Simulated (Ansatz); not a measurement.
Computed with DFT PBE, scalar-relativistic, plane waves, PAW (Ansatz 0.2.0). Cutoff 420 eV, Γ-centred 6×6×6 mesh (12-atom cell), Gaussian smearing of 0.02 eV, no spin polarisation.

Formation energies are uncorrected and count from the elements' standard states at the same level.

Question: Give a relaxed trial structure of a cubic wide-gap insulator that holds O and 2 more elements, with a gap near 3.9 eV, a formation energy near −3.21 eV/atom and about 11 Å³ per atom, in a cell of 12 atoms. Its symmetry should be P-43m (No. 215).

Answer: Zr3SiO8, space group P-43m (No. 215). Zr is surrounded by 4 O at 2.08 Å and 4 O at 2.41 Å; Si is surrounded by 4 O at 1.69 Å; around O on its first site lie 3 Zr at 2.08 Å; around O on its second site lie 1 Si at 1.69 Å and 3 Zr at 2.41 Å.

```
Zr Si O
1.0
     5.05894    0.00000    0.00000
     0.00000    5.05894    0.00000
     0.00000    0.00000    5.05894
Zr Si O
3 1 8
Direct
  0.50000 0.00000 0.00000
  0.00000 0.50000 0.00000
  0.00000 0.00000 0.50000
  0.50000 0.50000 0.50000
  0.80488 0.19512 0.19512
  0.19512 0.80488 0.19512
  0.69247 0.30753 0.69247
  0.30753 0.69247 0.69247
  0.69247 0.69247 0.30753
  0.30753 0.30753 0.30753
  0.80488 0.80488 0.80488
  0.19512 0.19512 0.80488
```

The volume per atom is 10.79 Å³. The density is 5.51 g/cm³. The formation energy is −3.209 eV/atom. The gap on the 6×6×6 mesh of the 12-atom cell is 3.85 eV.

The structure comes from a generated guess, relaxed at this level; another structure or a mixture of phases may lie lower. The answer needn't be unique; the calculation gave this one.

Kohn–Sham gaps at this level usually fall short of measured ones. A structure relaxed within its symmetry needn't be a true minimum.
